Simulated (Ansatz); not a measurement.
TlBr (zinc blende, space group No. 216) at seven volumes, PBE in the plane-wave PAW code Ansatz, scaled uniformly. One row is withheld.

| V (Å³/atom) | P (GPa) |
|---|---|
| 48.062 | 1.31 |
| 49.647 | 0.79 |
| 51.231 | 0.36 |
| 52.816 | 0.00 |
| 54.400 | -0.30 |
| 55.985 | ? |
| 57.569 | -0.77 |

**Question.** Fit the shown pressures and predict the withheld one.

**Answer.** P = (3/2)B₀(x^(7/2) − x^(5/2))[1 + (3/4)(B′ − 4)(x − 1)] with x = (V₀/V)^(2/3). Least squares on the six rows gives V₀ = 52.814 Å³/atom, B₀ = 11.0 GPa, B′ = 4.90. At V = 55.985, x = 0.9619 and P = -0.56 GPa. The run itself gave -0.56 GPa.

Space group F-43m (zinc blende). A made-up cell: these elements were put on the sites of a structure type; neither database checked (COD, Materials Project) lists it. COD files the formula under space group No. 221, so this cell is another polymorph or a model. Whether it is the stable phase at ambient conditions was not checked. Symmetry was held in the PBE relaxation; phonons on a q-mesh show no instability. Spin–orbit coupling is left out wherever it is not named.

Potentials: the later of the program's two PAW sets.
